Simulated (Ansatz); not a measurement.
Relaxed-ion elastic tensor of MgO2 in space group Pa-3 (No. 205; Mg on 4a, O on 8c) in GPa (Voigt order), the program Ansatz at the PBEsol level (PAW); density 3.30 g/cm³, 9.45 Å³ per atom.

|  | 1 | 2 | 3 | 4 | 5 | 6 |
|---|---|---|---|---|---|---|
| 1 | 254 | 76.3 | 76.3 | 0.0 | 0.0 | 0.0 |
| 2 | 76.3 | 254 | 76.3 | 0.0 | 0.0 | 0.0 |
| 3 | 76.3 | 76.3 | 254 | 0.0 | 0.0 | 0.0 |
| 4 | 0.0 | 0.0 | 0.0 | 84.5 | 0.0 | 0.0 |
| 5 | 0.0 | 0.0 | 0.0 | 0.0 | 84.5 | 0.0 |
| 6 | 0.0 | 0.0 | 0.0 | 0.0 | 0.0 | 84.5 |

Q: Is the crystal mechanically stable?

A: Yes: the smallest eigenvalue of C is 84.5 GPa.

Q: Work out the Voigt, Reuss and Hill averages.

A: K_V = 135, K_R = 135, K_H = 135; G_V = 86.2, G_R = 86.1, G_H = 86.2 GPa.

Q: Give Young's modulus, Poisson's ratio, Pugh's ratio and the universal anisotropy index.

A: E = 9KG/(3K + G) = 213 GPa; ν = 0.24; K/G = 1.57 (brittle by the Pugh limit of 1.75); A_U = 5G_V/G_R + K_V/K_R − 6 = 0.00.

Q: Estimate the sound speeds and the Debye temperature.

A: v_l = √((K + 4G/3)/ρ) = 8710 m/s, v_t = √(G/ρ) = 5110 m/s, mean 5670 m/s; Θ = (h/k)(3n/4πV)^(1/3) v_m = 798 K.

Q: Give the Zener ratio and Young's modulus along [100], [110] and [111].

A: A = 2C44/(C11 − C12) = 0.95; 1/E = S11 − 2(S11 − S12 − S44/2)Γ with Γ = 0, 1/4, 1/3 gives 218, 212, 210 GPa.

Q: Solve the Christoffel equation for the three sound speeds along [100], [110], [111].

A: Eigenvalues of C_ijkl n_j n_l equal ρv². In km/s, slowest first: [100] 5.06, 5.06, 8.77; [110] 5.06, 5.19, 8.70; [111] 5.15, 5.15, 8.68.

The workflow started from a Materials Project entry (that database holds measured and hypothetical structures alike); the Crystallography Open Database copy checked does not list it. Whether it is the stable phase at ambient conditions was not checked. The PBEsol relaxation kept the symmetry of its start; whether a distortion lowers the energy is not shown.

Potentials: the later of the program's two PAW sets.
